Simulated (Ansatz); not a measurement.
Input and command of a calculation in Ansatz (plane waves; scalar-relativistic PAW potentials unless the input names others):

```yaml
crystal:
  lattice:
    - [0.0, -3.314538, 0.0]
    - [-3.314538, 0.0, 0.0]
    - [0.0, 0.0, -3.314538]
  atoms:
    - { symbol: Au, position: [0.4547448242, 0.5, 0.5] }
    - { symbol: Au, position: [0.0452551758, 0.0, 0.0] }
basis:
  ecutwfc: 420
  ecutrho_ratio: 8
kpoints:
  mp_grid: { grid: [14, 14, 14] }
hamiltonian:
  xc: lda
  dispersion: d3bj
scf:
  occupations: { method: gaussian, width: 0.15 }
output:
  forces: true
  eigenvalues: true
  stress: true
```

```bash
ansatz run input.yaml --threads 2 --pin off --max-ram 5120MiB --backend cpu --events-out ev --progress --plain --runs-dir out
```

Abridged log:
```
Warning: the engine holds no damping parameters fitted to this dispersion correction and functional, so the run takes those fitted to pbe (hamiltonian.dispersion, under Limitations)
Basis set: ecut = 420 eV, 739 PW (Γ)
Bands: 23, of which v1, the nominal top of the filled ones, is band 19 counted from 1 (18 counted from 0)
Symmetry: 16 space group operations
k-points: 288 of 2744
SCF iter   1: F=—  HF=-25730.780280 eV  |F-HF|=—  |Δ(HF+E_count)|=         —  Δρ=8.35e-3  dr2=1.66e-2  ethr=1.77e-3  ⟨swp⟩=4.6  Hψ=24570  notcnv=0
SCF iter   2: F=—  HF=-25730.777225 eV  |F-HF|=—  |Δ(HF+E_count)|=   3.05e-3  Δρ=3.93e-3  dr2=2.96e-3  ethr=4.38e-5  ⟨swp⟩=2.0  Hψ=11940  notcnv=0
SCF iter   3: F=—  HF=-25730.776210 eV  |F-HF|=—  |Δ(HF+E_count)|=   1.01e-3  Δρ=6.63e-4  dr2=5.40e-5  ethr=7.80e-6  ⟨swp⟩=2.0  Hψ=8833  notcnv=0
SCF iter   4: F=—  HF=-25730.776207 eV  |F-HF|=—  |Δ(HF+E_count)|=   3.88e-6  Δρ=8.49e-5  dr2=1.48e-6  ethr=1.42e-7  ⟨swp⟩=2.3  Hψ=10729  notcnv=0
SCF iter   5: F=-25730.776207 eV  HF=-25730.776207 eV  |F-HF|=1.86e-8  |Δ(HF+E_count)|=   4.25e-8  Δρ=1.63e-5  dr2=9.47e-8  ethr=3.89e-9  ⟨swp⟩=2.7  Hψ=12178  notcnv=0
SCF iter   6: F=-25730.776207 eV  HF=-25730.776207 eV  |F-HF|=8.69e-10  |Δ(HF+E_count)|=   6.34e-9  Δρ=3.40e-6  dr2=3.87e-9  ethr=2.49e-10  ⟨swp⟩=2.5  Hψ=22311  notcnv=0
SCF 1 converged in 6 iterations: F = -25730.776207 eV  dr2 = 3.87e-9
SCF converged after 6 iterations
Free energy (F): -25730.776207 eV
Harris-Foulkes:  -25730.776207 eV  (|F-HF|=8.69e-10)
Internal energy: -25730.770129 eV  (E = F + TS)
E sigma→0 (E₀):  -25730.773168 eV
Entropy (-TS):   -0.006077 eV (-3.039 meV/atom)
Fermi energy:    18.489795 eV
  E_disp       = -1.242653  (pairwise vdW)
--- Forces (eV/Å), atoms counted from 1 ---
  atom   1  Au     0.00000000    -1.23165629     0.00000000
  atom   2  Au     0.00000000     1.23165629     0.00000000
--- Stress (GPa, compression-positive) ---
      -12.128407       0.000000       0.000000
        0.000000     -16.958873       0.000000
        0.000000       0.000000     -12.128407
  P = ⅓ Tr σ = -13.7386 GPa (-137.386 kbar)
```

Apart from outputs and empty bands, the input differs from a reference run on usual settings in basis.ecutrho_ratio: not typed → 8; hamiltonian.dispersion: not typed → "d3bj". The reference, at the same geometry (not necessarily relaxed), gave pressure -8.09 GPa, largest force 1.240 eV/Å, no gap on the mesh. This run converged in 6 SCF iterations (reference: 6) with an energy at zero smearing 621 meV/atom below the reference's (the Hamiltonian itself differs), pressure -13.74 GPa, largest force 1.232 eV/Å, no gap on the mesh.

It took 5.3 s on 2 threads of Arm Neoverse V1, with other jobs on the host, peak memory 0.46 GiB.